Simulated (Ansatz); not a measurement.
MnAu₂ (MoSi2 or CaC2 type, space group No. 139) at seven volumes, DFT-PBEsol in the program Ansatz with PAW potentials, shape and atoms relaxed at each. One row is withheld.

| V (Å³/atom) | P (GPa) |
|---|---|
| 14.560 | 18.71 |
| 15.040 | 11.26 |
| 15.520 | 5.08 |
| 16.000 | 0.00 |
| 16.480 | -4.16 |
| 16.960 | -7.57 |
| 17.440 | ? |

Problem. Fit the shown pressures and predict the withheld one.

Solution. P = (3/2)B₀(x^(7/2) − x^(5/2))[1 + (3/4)(B′ − 4)(x − 1)] with x = (V₀/V)^(2/3). Least squares on the six rows gives V₀ = 16.001 Å³/atom, B₀ = 153 GPa, B′ = 5.51. At V = 17.440, x = 0.9442 and P = -10.39 GPa. The run itself gave -10.31 GPa.

Space group I4/mmm (MoSi2 or CaC2 type). The workflow started from a Materials Project entry (that database holds measured and hypothetical structures alike); the Crystallography Open Database files this formula in space group No. 139, but the cells were not matched. Whether it is the stable phase at ambient conditions was not checked. The cell was relaxed with PBEsol under the symmetry of its start; whether a distortion lowers the energy is not shown. The final state is ferromagnetic, chosen from 3 collinear starts compared on coarse meshes (ties went to the first, and starts can fall back to one state), not a proven ground state. Spin–orbit coupling is left out wherever it is not named.

Potentials: the later of the program's two PAW sets.
